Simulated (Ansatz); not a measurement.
SnGe in space group P-6m2 (No. 187; Sn on 1a, Ge on 1f) under volume change, PBE in the plane-wave PAW code Ansatz, shape and atoms relaxed at each volume.

```tsv
V (Å³/atom)	E − E(relaxed) (meV/atom)	P (GPa)
22.942	34.7	5.21
23.699	15.1	3.14
24.455	3.7	1.63
25.211	0.0	0.00
25.968	3.1	-1.27
26.724	9.2	-1.80
27.480	20.0	-2.76
```

**Question.** What does a third-order Birch–Murnaghan fit give for V₀, B₀ and B′?

**Answer.** V₀ = 25.26 Å³/atom, B₀ = 41.3 GPa, B′ = 5.8.

The cell is a constructed one: a structure type filled with these elements; neither database checked (COD, Materials Project) lists it. Whether it is the stable phase at ambient conditions was not checked. Symmetry was held in the PBE relaxation; whether a distortion lowers the energy is not shown. Scalar-relativistic: spin–orbit coupling is off unless named, which matters more the heavier the elements.

Potentials: the later of the program's two PAW sets.
